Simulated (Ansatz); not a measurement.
Relaxed-ion elastic tensor of Al2O3 in space group R3m (No. 160; Pearson symbol hR5) in GPa (Voigt order), LDA in the plane-wave PAW code Ansatz; density 3.83 g/cm³, 8.84 Å³ per atom.

|  | 1 | 2 | 3 | 4 | 5 | 6 |
|---|---|---|---|---|---|---|
| 1 | 405 | 235 | 107 | 15.2 | 0.0 | 0.0 |
| 2 | 235 | 405 | 107 | -15.2 | 0.0 | 0.0 |
| 3 | 107 | 107 | 423 | 0.0 | 0.0 | 0.0 |
| 4 | 15.2 | -15.2 | 0.0 | 140 | 0.0 | 0.0 |
| 5 | 0.0 | 0.0 | 0.0 | 0.0 | 140 | 15.2 |
| 6 | 0.0 | 0.0 | 0.0 | 0.0 | 15.2 | 84.7 |

Task: Is the crystal mechanically stable?

Result: Yes: the smallest eigenvalue of C is 80.8 GPa.

Task: Work out the Voigt, Reuss and Hill averages.

Result: K_V = 237, K_R = 234, K_H = 235; G_V = 125, G_R = 113, G_H = 119 GPa.

Task: Give Young's modulus, Poisson's ratio, Pugh's ratio and the universal anisotropy index.

Result: E = 9KG/(3K + G) = 305 GPa; ν = 0.28; K/G = 1.98 (ductile by the Pugh limit of 1.75); A_U = 5G_V/G_R + K_V/K_R − 6 = 0.56.

Task: Estimate the sound speeds and the Debye temperature.

Result: v_l = √((K + 4G/3)/ρ) = 10100 m/s, v_t = √(G/ρ) = 5570 m/s, mean 6210 m/s; Θ = (h/k)(3n/4πV)^(1/3) v_m = 894 K.

Task: Solve the Christoffel equation for the three sound speeds along x, y, z.

Result: Eigenvalues of C_ijkl n_j n_l equal ρv² (piezoelectric stiffening left out). In km/s, slowest first: x 4.59, 6.12, 10.28; y 4.70, 6.02, 10.29; z 6.04, 6.04, 10.51.

Task: How much does each axis shrink under pressure?

Result: Linear compressibilities β_i = Σ_j S_ij (j = 1 to 3): x 1.3, y 1.3, z 1.7 per TPa.

The workflow started from a Materials Project entry (that database holds measured and hypothetical structures alike); the Crystallography Open Database copy checked does not list it. It is not the phase usual at ambient conditions (space group No. 167). The cell was relaxed with LDA under the symmetry of its start; of distortions, only those at the zone centre were tested.

Potentials: the later of the program's two PAW sets.
